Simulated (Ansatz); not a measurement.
GaAs:
```yaml
crystal:
  lattice:
    - [6.98794, 0.00000, 0.00000]
    - [0.00000, 6.98794, 0.00000]
    - [0.00000, 0.00000, 6.98794]
  atoms:
    - { symbol: Ga, position: [0.25000, 0.00000, 0.50000] }
    - { symbol: Ga, position: [0.50000, 0.25000, 0.00000] }
    - { symbol: Ga, position: [0.50000, 0.75000, 0.00000] }
    - { symbol: Ga, position: [0.75000, 0.00000, 0.50000] }
    - { symbol: Ga, position: [0.00000, 0.50000, 0.75000] }
    - { symbol: Ga, position: [0.00000, 0.50000, 0.25000] }
    - { symbol: As, position: [0.25000, 0.50000, 0.00000] }
    - { symbol: As, position: [0.00000, 0.25000, 0.50000] }
    - { symbol: As, position: [0.00000, 0.75000, 0.50000] }
    - { symbol: As, position: [0.75000, 0.50000, 0.00000] }
    - { symbol: As, position: [0.50000, 0.00000, 0.75000] }
    - { symbol: As, position: [0.50000, 0.00000, 0.25000] }
```

The program Ansatz at the r²SCAN level (PAW) gives a gap of 0.79 eV without spin–orbit coupling, maximum at Γ, minimum at Γ.

Task: What happens when spin–orbit coupling is switched on?

Result: The gap shrinks by 0.08 eV, to 0.71 eV; maximum at Γ, minimum at Γ.

Task: How large is the spin–orbit splitting of the valence top at Γ?

Result: The fourfold level lies 0.24 eV above the split-off pair.

Task: Give the electron effective mass with spin–orbit coupling.

Result: 0.047 mₑ (isotropic).

Task: Give the hole effective mass with spin–orbit coupling, band 1 of 2 at the edge.

Result: 1.6 along [100], 0.51 along [110], 0.40 along [111] (mₑ).

Task: Give the hole effective mass with spin–orbit coupling, band 2 of 2 at the edge.

Result: 0.053 along [100], 0.057 along [110], 0.059 along [111] (mₑ).

Space group Pm-3n. The start of the workflow was typed in or built on a structure type; neither database checked (COD, Materials Project) lists it. It is not the phase usual at ambient conditions (space group No. 216). Symmetry was held in the r²SCAN relaxation; whether a distortion lowers the energy is not shown. The volume moved by 22 % from the start of the relaxation.

Potentials: the later of the program's two PAW sets.
